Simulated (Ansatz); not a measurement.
**Kick test of a cell of TiGe4Pd2**

It was reached by relaxing an invented guess, and it needn't be the stable form of this composition.

Theory: DFT PBE, scalar-relativistic, plane waves, PAW (Ansatz). Plane waves to 420 eV, a k mesh through Γ of 8×8×6 on the computed 7-atom cell and Gaussian smearing (0.10 eV); collinear spin from starting moments 0.5 0.0 0.0 0.0 0.0 0.0 0.0 μB.

The cell below (7 atoms, space group P4/mmm (No. 123)) is relaxed within its symmetry.

```yaml
crystal:
  lattice:
    - [4.45239, 0.00000, 0.00000]
    - [0.00000, 4.45239, 0.00000]
    - [0.00000, 0.00000, 6.06370]
  atoms:
    - { symbol: Ti, position: [0.50000, 0.50000, 0.00000] }
    - { symbol: Ge, position: [0.00000, 0.50000, 0.73993] }
    - { symbol: Ge, position: [0.50000, 0.00000, 0.73993] }
    - { symbol: Ge, position: [0.00000, 0.50000, 0.26007] }
    - { symbol: Ge, position: [0.50000, 0.00000, 0.26007] }
    - { symbol: Pd, position: [0.50000, 0.50000, 0.50000] }
    - { symbol: Pd, position: [0.00000, 0.00000, 0.00000] }
```

For the test it was strained at random (σ = 1.5 % a component), the atoms were moved at random (σ = 0.15 Å), and all was relaxed again on a coarse 6×6×4 mesh (in the run’s order of axes) with 0.20 eV smearing, with no symmetry imposed.

Another magnetic order may lie lower.

Question: Is the structure stable against such a distortion?

Answer: It returns, within 1 meV/atom of the unmoved cell on that mesh and with the same symmetry when read at 0.1 Å. So it is stable against the distortions that fit this cell and that this random move excites. Modes that don't fit the cell aren't tested.
